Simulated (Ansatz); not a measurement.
**SeS: reading a single point**

```xyz
8
Lattice="-13.3204 0.0000 0.0000 0.0000 -3.1926 2.5133 0.0000 3.1926 2.5133" Properties=species:S:1:pos:R:3 pbc="T T T"
S   -11.1041   -2.8025    2.5133
S    -2.2164    2.8025    2.5133
S    -8.8766    0.3901    2.5133
S    -4.4438   -0.3901    2.5133
Se  -12.6299    0.8154    1.5713
Se   -0.6905   -0.8154    1.5713
Se   -7.3508    0.8154    4.0846
Se   -5.9697   -0.8154    4.0846
```

Single point in Ansatz 0.2.0 with PBE, no spin polarisation. Cutoff 420 eV, PAW datasets, 3×9×9 Γ-centred k mesh, fermi-dirac filling (width 0.1 eV).

- Forces: The largest is on Se6 (and as large on other atoms): 4.60 eV/Å, components (-3.43, -3.03, -0.49). It makes 170° with the line to a nearest neighbour, Se5 at 2.14 Å, pointing away from it.
- Electronic structure: It is a metal, with about 9.1 states/eV a cell as the mean within 0.25 eV of the Fermi level, mostly S p (68 %) and Se p (28 %).
- Charges: Bader charges in e: Se +0.24, S -0.24. In the mean Se gives up most and S takes most.
- Formation energy: 0.59 eV an atom against the elements' usual phases (free molecules for gases, crystals otherwise, with no correction for O₂ or N₂), so at this geometry it isn't bound against them. Relaxing would lower it.
- Stress: The pressure is 2.7 GPa (compression positive), so with the atoms held at these fractions the cell would first expand; the forces are large, so a full relaxation may end otherwise. The principal stresses -2.4, 2.4, 8.1 GPa differ, so its shape would change too.

Origin: a known structure type with other elements, at an estimated volume, so it need not be a known compound. Caveats: many states at the Fermi level without spin polarisation, so a magnetic state may lie lower; atoms or cell far from equilibrium.
